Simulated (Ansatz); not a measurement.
SnO2 in the rutile structure: what the numbers say

**The experiment.** The Crystallography Open Database holds a measured cell of tetragonal SnO2 (space group P4_2/mnm), temperature not stated (1997, doi:10.1107/S0108768197001468): a, c = 4.737, 3.186 Å, 11.92 Å³/atom.

The computed numbers are results of r²SCAN, scalar-relativistic (no spin polarisation) in the plane-wave PAW code Ansatz at 500 eV, Γ-centred 6×6×10 mesh, 0.05 eV Gaussian smearing. The datasets are Ansatz's generated set soft_2.

The start was a prototype's sites filled with these elements; the Crystallography Open Database holds the compound in this structure.

The relaxed structure (symmetry read at 0.01 Å). The structure is tetragonal, space group P4_2/mnm (No. 136). Conventional cell: a = 4.760 Å, b = 4.760 Å, c = 3.201 Å, α = 90.00°, β = 90.00°, γ = 90.00°. Sn (site symmetry mmm) has 6 O at 2.06 to 2.07 Å as nearest neighbours. O (site symmetry m2m) is surrounded by 3 Sn at 2.06 to 2.07 Å. (Shells end 15 % past the nearest neighbour.)

Task: What kind of gap is it?

Result: It is direct, 1.77 eV. Within 0.6 eV of the edges the projected states are 99 % O 2p at the top of the valence band and 57 % Sn 5s at the bottom of the conduction band. Crossing the gap moves an electron from the anion's filled p shell to the metal's empty orbitals, as in polar semiconductors.

Task: What fixes the bond lengths?

Result: Shannon's ionic radii give a check on the bond lengths: Sn⁴⁺ with 6 neighbours 0.69 Å + O²⁻ 1.36 Å = 2.05 Å against a computed mean of 2.06 Å. Sums and bonds agree within 3 %, so ion sizes set the bond lengths.

Task: How ionic is it?

Result: Bader charges against formal ones: Sn +2.62 (+4), O −1.31 (−2). The cations give up 66 % of the formal charge; Bader charges stay under formal ones because the anions' density reaches into the cations' basins.

Task: How stiff is it, in energy terms?

Result: B0·V0 = 202.8 GPa × 12.09 Å³ = 15.30 eV/atom sets the scale: near the minimum ΔE ≈ ½ B0 V0 x², with x = V/V0 − 1, and a pressure of 2.0 GPa squeezes the volume by about 1 %. At the ends of the curve: x = −4.0 % predicts 12.1 meV/atom and the run gives 13.2; x = +7.0 % predicts 37.7 meV/atom and the run gives 32.6. The lopsidedness is anharmonic: atoms resist being pushed together more than being pulled apart.

Task: Which Debye temperature follows from the elastic moduli?

Result: K = 207 GPa and G = 98 GPa (Hill). With a density of 6.901 g/cm³ (mean mass 50.2 u, 12.09 Å³/atom), K = 207.2 and G = 98.3 GPa from the unrounded constants, v_l = √((K + 4G/3)/ρ) = 7000 m/s and v_t = √(G/ρ) = 3770 m/s. The mean [(1/v_l³ + 2/v_t³)/3]^(−1/3) is 4210 m/s, and θ_D = (ħ/k_B)(6π²/V)^(1/3) v_m ≈ 550 K, with V the volume an atom.

All results together:

| Property | Result |
| --- | --- |
| Volume | 12.09 Å³/atom |
| Band gap | 1.77 eV |
| Smallest direct gap | 1.77 eV |
| Bader charges | Sn 2.62; O -1.31 e |
| Formation energy from the elements (0 K, uncorrected) | -1.91 eV/atom (from white tin) |
| Bulk modulus (Birch–Murnaghan) | 203 GPa |
| Pressure derivative B0′ | 5.4 |
| Shear modulus (Hill) | 98 GPa |
| Young's modulus | 255 GPa |
| Poisson's ratio | 0.30 |
| Elastically stable | yes |

**Comparison.** The computed cell (4.760, 3.201 Å, 12.09 Å³/atom) differs from the database's by +1.4 % in volume, about +0.5 % in length. The static lattice lacks zero-point motion and thermal expansion, roughly 0.5 to 1.3 % in volume at 300 K (room temperature assumed) by Grüneisen's rule, γ·3k_BT/(B0·V0) with γ of 1 to 2.5, so this level's own overestimate is larger than the figure, nearer 1.9 to 2.7 %.

Kohn–Sham gaps of semilocal functionals lie under measured ones, often by a third or more.
